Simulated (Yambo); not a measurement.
Quantum ESPRESSO input (LDA, PseudoDojo standard norm-conserving files, scalar-relativistic) whose wavefunctions are converted with p2y:

```
&CONTROL
  calculation = 'nscf'
  pseudo_dir = './pseudo'
  outdir = './out'
/
&SYSTEM
  ibrav = 0
  nat = 10
  ntyp = 4
  ecutwfc = 86.0
  ecutrho = 344.0
  occupations = 'fixed'
  force_symmorphic = .true.
  nbnd = 276
/
&ELECTRONS
  conv_thr = 1e-08
  diago_full_acc = .true.
  diago_thr_init = 1e-08
/
ATOMIC_SPECIES
F 18.9984 F.upf
Sc 44.9559 Sc.upf
Rb 85.4678 Rb.upf
Ag 107.8682 Ag.upf
CELL_PARAMETERS angstrom
  0.000000000000   4.493015000000   4.493015000000
  4.493015000000   0.000000000000   4.493015000000
  4.493015000000   4.493015000000   0.000000000000
ATOMIC_POSITIONS crystal
F   0.773500000000   0.226500000000   0.226500000000
F   0.226500000000   0.773500000000   0.773500000000
F   0.226500000000   0.773500000000   0.226500000000
F   0.773500000000   0.226500000000   0.773500000000
F   0.226500000000   0.226500000000   0.773500000000
F   0.773500000000   0.773500000000   0.226500000000
Sc   0.000000000000   0.000000000000   0.000000000000
Rb   0.750000000000   0.750000000000   0.750000000000
Rb   0.250000000000   0.250000000000   0.250000000000
Ag   0.500000000000   0.500000000000   0.500000000000
K_POINTS automatic
1 1 1 0 0 0
```

Yambo's initialisation report on symmetry, reciprocal space, the k grid and the gaps on this mesh:

```
  [02.02] Symmetries
  ==================

  Inversion symmetry    : yes
  Spatial inversion     : yes
  Inversion index       :  25
  K-space Time-reversal : no
  Magnetic symmetries   : no
  Group table correct   : yes
  Symmetries units      :  [cc]

  [02.03] Reciprocal space
  ========================

  nG shells         :   840
  nG charge         :  131955
  nG WFs            :  16529
  nC WFs            :  16529
  G-vecs. in first 80 shells:  [ Number ]
     1    9   15   27   51   59   65   89  113
    137   169   181   229   259   283   307   331   339
    387   411   459   531   537   561   609   645   701
    725   749   821   869   893   941   965  1037  1067
   1139  1211  1243  1291  1363  1411  1459  1471  1591
   1639  1687  1759  1807  1837  1893  1917  1989  2085
   2109  2133  2229  2277  2397  2421  2445  2565  2637
   2685  2733  2741  2837  2891  2975  3071  3119  3143
    3215   3287   3383   3479   3527   3647   3695   3719
  ...
  Shell energy in first 80 shells:  [ mHa ]
    0.00000      205.361      273.814      547.629      752.990      821.443      1095.26      1300.62      1369.07
    1642.89      1848.25      2190.52      2395.88      2464.33      2738.14      2943.50      3011.96      3285.77
    3491.13      3559.59      3833.40      4038.76      4381.03      4586.39      4654.84      4928.66      5134.02
    5202.47      5476.29      5681.65      5750.10      6023.92      6229.28      6571.55      6776.91      6845.36
    7119.17      7324.53      7392.99      7872.16      7940.62      8214.43      8419.79      8762.06      8967.42
    9035.87      9309.69      9515.05      9583.50      9857.32      10062.7      10131.1      10404.9      10610.3
    10952.6      11157.9      11226.4      11500.2      11705.6      11774.0      12047.8      12253.2      12321.6
    12595.5      12800.8      13143.1      13348.5      13416.9      13690.7      13896.1      13964.5      14238.3
    14443.7      14512.2      14786.0      14991.3      15333.6      15539.0      15607.4      15881.2
  ...

  [02.04] K-grid lattice
  ======================

  Compatible Grid is   : 0D
  K lattice UC volume  :  0.202628 [a.u.]

  IBZ K-points                                      :  1
  BZ  K-points                                      :  1

  K/Q-points units:
  rlu = crystal or reduced units; cc = cartesian coordinates; iku = interal k-units

  K [1]          [rlu]:  0.000000  0.000000  0.000000
         WF components:  16529

  [02.05] Energies & Occupations
  ==============================

  [X] === General ===
  [X] Electronic Temperature                        :  0.000000  0.000000 [eV K]
  [X] Bosonic    Temperature                        :  0.000000  0.000000 [eV K]
  [X] Finite Temperature mode                       : no
  [X] El. density                                   :  0.49613E+24 [cm-3]
  [X] Fermi Level                                   :  3.696414 [eV]

  [X] === Gaps and Widths ===
  [X] Conduction Band Min                           :  3.201002 [eV]
  [X] Valence Band Max                              :  0.000000 [eV]
  [X] Filled Bands                                  :   45
  [X] Empty Bands                                   :   46  276
  [X] Direct Gap                                    :  3.201002 [eV]
  [X] Direct Gap localized at k                     :  1
```
The gaps are LDA values on this mesh alone; only operations without fractional translations are kept.

Spin-orbit coupling is not included.

Geometry of the Materials Project entry, not relaxed at this level.
